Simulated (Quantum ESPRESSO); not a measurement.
Al6MoPd, input and log of a self-consistent run

Computed values, not a measurement. The program is pw.x of Quantum ESPRESSO 7.5 (plane-wave density functional theory). The cell is made up: eight metal atoms on a hexagonal close-packed lattice, with elements, volume, strain and displacements drawn at random and not relaxed, so it may be unstable or far from any real phase. PseudoDojo standard norm-conserving files set the functional (PBE unless stated); there is no spin polarisation or spin-orbit coupling, the Fermi-Dirac width of 0.25 eV means electrons at about 2900 K, and the masses in the input are unused placeholders. A spin test at this wide smearing found no moment, but such smearing suppresses magnetism that the real alloy may have.

Input:

```
&control calculation='scf', pseudo_dir='./dojo.nc.sr.pbe.v0_5.standard.upf', outdir='./o', disk_io='minimal', tprnfor=.true., tstress=.true. /
&system ibrav=0, nat=8, ntyp=3, nbnd=35, ecutwfc=82.02448710, nosym=.true., tot_charge=0,
 occupations='smearing', smearing='fd', degauss=0.0183746611
/
&electrons conv_thr=1.470e-08, electron_maxstep=70, mixing_beta=0.5 /
ATOMIC_SPECIES
Al 1.0 Al.upf
Mo 1.0 Mo.upf
Pd 1.0 Pd.upf
CELL_PARAMETERS angstrom
0.0843 4.9304 0.0627
2.8926 0.1088 4.7228
2.8172 -0.0115 -4.6774
ATOMIC_POSITIONS angstrom
Al -0.008 -0.0217 0.0876
Mo 2.8195 0.0222 0.0364
Al 2.8793 1.6506 -2.3263
Al 2.9304 1.7132 2.3456
Al 1.5179 2.5113 0.0313
Pd 4.3666 2.5577 0.0305
Al 1.4613 4.107 -2.3003
Al 1.5467 4.1852 2.3874
K_POINTS automatic
6 6 6 1 1 1
```

The log is shortened where brackets say so; the opening notice, blank lines, dates and the lines on written files are dropped, and the path of the files is cut. It prints rydbergs, bohrs and kilobars, and counts compression as positive stress. Its total energy is the free energy E - TS of the whole cell.

```
     Program PWSCF v.7.5
     Parallel version (MPI & OpenMP), running on       4 processor cores
     Number of MPI processes:                 4
     Threads/MPI process:                     1
     [start-up lines left out]
     bravais-lattice index     =            0
     lattice parameter (alat)  =       9.3192  a.u.
     unit-cell volume          =     892.4488 (a.u.)^3
     number of atoms/cell      =            8
     number of atomic types    =            3
     number of electrons       =        50.00
     number of Kohn-Sham states=           35
     kinetic-energy cutoff     =      82.0245  Ry
     charge density cutoff     =     328.0979  Ry
     scf convergence threshold =      1.5E-08
     mixing beta               =       0.5000
     number of iterations used =            8  plain     mixing
     Exchange-correlation= PBE
                           (   1   4   3   4   0   0   0)
     [axes and pseudopotential details left out]
   Cartesian axes
     site n.     atom                  positions (alat units)
         1        Al     tau(   1) = (  -0.0016222  -0.0044003   0.0177633  )
         2        Mo     tau(   2) = (   0.5717305   0.0045017   0.0073811  )
         3        Al     tau(   3) = (   0.5838566   0.3347042  -0.4717208  )
         4        Al     tau(   4) = (   0.5942185   0.3473980   0.4756344  )
         5        Al     tau(   5) = (   0.3077956   0.5092346   0.0063469  )
         6        Pd     tau(   6) = (   0.8854472   0.5186434   0.0061847  )
         7        Al     tau(   7) = (   0.2963184   0.8328062  -0.4664486  )
         8        Al     tau(   8) = (   0.3136356   0.8486634   0.4841105  )
     number of k points=   108  Fermi-Dirac smearing, width (Ry)=  0.0184
     Number of k-points >= 100: set verbosity='high' to print them.
     Dense  grid:    89553 G-vectors     FFT dimensions: (  54,  64,  60)
     Estimated max dynamical RAM per process >     277.54 MB
     Estimated total dynamical RAM >       1.02 GB
     Initial potential from superposition of free atoms
     starting charge      49.9837, renormalised to      50.0000
     Starting wfcs are   43 randomized atomic wfcs
     total cpu time spent up to now is        5.0 secs
     per-process dynamical memory:   239.0 Mb
     Self-consistent Calculation
     iteration #  1     ecut=    82.02 Ry     beta= 0.50
     Davidson diagonalization with overlap
     ethr =  1.00E-02,  avg # of iterations =  3.9
     total cpu time spent up to now is       16.4 secs
     total energy              =    -435.98376764 Ry
     estimated scf accuracy    <       5.67257674 Ry
     iteration #  2     ecut=    82.02 Ry     beta= 0.50
     Davidson diagonalization with overlap
     ethr =  1.00E-02,  avg # of iterations =  3.0
     total cpu time spent up to now is       26.8 secs
     total energy              =    -438.89136252 Ry
     estimated scf accuracy    <      11.44713332 Ry
     iteration #  3     ecut=    82.02 Ry     beta= 0.50
     Davidson diagonalization with overlap
     ethr =  1.00E-02,  avg # of iterations =  2.0
     total cpu time spent up to now is       35.9 secs
     total energy              =    -439.52663371 Ry
     estimated scf accuracy    <       2.21550118 Ry
     iteration #  4     ecut=    82.02 Ry     beta= 0.50
     Davidson diagonalization with overlap
     ethr =  4.43E-03,  avg # of iterations =  1.0
     total cpu time spent up to now is       43.5 secs
     total energy              =    -439.39265329 Ry
     estimated scf accuracy    <       1.08039682 Ry
     iteration #  5     ecut=    82.02 Ry     beta= 0.50
     Davidson diagonalization with overlap
     ethr =  2.16E-03,  avg # of iterations =  1.7
     total cpu time spent up to now is       51.7 secs
     total energy              =    -439.47670071 Ry
     estimated scf accuracy    <       0.04620674 Ry
     [iterations 6 to 8 left out]
     iteration #  9     ecut=    82.02 Ry     beta= 0.50
     Davidson diagonalization with overlap
     ethr =  3.57E-06,  avg # of iterations =  6.3
     total cpu time spent up to now is       92.6 secs
     total energy              =    -439.49363075 Ry
     estimated scf accuracy    <       0.00137007 Ry
     iteration # 10     ecut=    82.02 Ry     beta= 0.50
     Davidson diagonalization with overlap
     ethr =  2.74E-06,  avg # of iterations =  1.0
     total cpu time spent up to now is      100.3 secs
     total energy              =    -439.49367749 Ry
     estimated scf accuracy    <       0.00011741 Ry
     iteration # 11     ecut=    82.02 Ry     beta= 0.50
     Davidson diagonalization with overlap
     ethr =  2.35E-07,  avg # of iterations =  2.0
     total cpu time spent up to now is      109.3 secs
     total energy              =    -439.49370580 Ry
     estimated scf accuracy    <       0.00004139 Ry
     iteration # 12     ecut=    82.02 Ry     beta= 0.50
     Davidson diagonalization with overlap
     ethr =  8.28E-08,  avg # of iterations =  1.1
     total cpu time spent up to now is      117.1 secs
     total energy              =    -439.49371182 Ry
     estimated scf accuracy    <       0.00000015 Ry
     iteration # 13     ecut=    82.02 Ry     beta= 0.50
     Davidson diagonalization with overlap
     ethr =  2.95E-10,  avg # of iterations =  4.7
     total cpu time spent up to now is      129.7 secs
     End of self-consistent calculation
     [lines on levels left out]
!    total energy              =    -439.49371203 Ry
     estimated scf accuracy    <          3.4E-09 Ry
     smearing contrib. (-TS)   =      -0.05890131 Ry
     internal energy E=F+TS    =    -439.43481072 Ry
     The total energy is F=E-TS. E is the sum of the following terms:
     one-electron contribution =    -260.86919081 Ry
     hartree contribution      =     150.42700893 Ry
     xc contribution           =     -75.87186848 Ry
     ewald contribution        =    -253.12076036 Ry
     convergence has been achieved in  13 iterations
     Forces acting on atoms (cartesian axes, Ry/au):
     atom    1 type  1   force =    -0.01114619    0.00901273   -0.02161024
     atom    2 type  2   force =    -0.03839693    0.01875280   -0.00487138
     atom    3 type  1   force =     0.00151768    0.00887023    0.01912622
     atom    4 type  1   force =    -0.00114496    0.00738152   -0.00651120
     atom    5 type  1   force =     0.01183464   -0.01205261   -0.00353009
     atom    6 type  3   force =     0.03868413   -0.01570462   -0.00316261
     atom    7 type  1   force =     0.00459709   -0.00633195   -0.00167310
     atom    8 type  1   force =    -0.00594547   -0.00992811    0.02223239
     Total force =     0.076225     Total SCF correction =     0.000136
     Computing stress (Cartesian axis) and pressure
          total   stress  (Ry/bohr**3)                   (kbar)     P=      -64.76
  -0.00047401  -0.00020186  -0.00005317          -69.73      -29.69       -7.82
  -0.00020186  -0.00006346  -0.00005294          -29.69       -9.34       -7.79
  -0.00005317  -0.00005294  -0.00078332           -7.82       -7.79     -115.23
     init_run     :      4.69s CPU      4.88s WALL (       1 calls)
     electrons    :    124.27s CPU    124.70s WALL (       1 calls)
     forces       :      1.79s CPU      1.80s WALL (       1 calls)
     stress       :      6.23s CPU      6.23s WALL (       1 calls)
     [timing details left out]
     PWSCF        :   2m17.11s CPU   2m17.79s WALL
     JOB DONE.
```

In other units: free energy -5979.617 eV for the cell, pressure -6.48 GPa, largest force component 0.995 eV/Å in size. The run took 140 s of wall time with four MPI processes on a shared machine (AMD EPYC, Zen 5, virtual cores), so the time is rough. A rerun of this cell at a higher cutoff and on a denser mesh moved values by no more than 0.003 eV in energy, 0.04 GPa in stress and 0.004 eV/Å in force, and a second program with other atomic files agreed on that cell to 2 % rms in force and 0.5 GPa in pressure.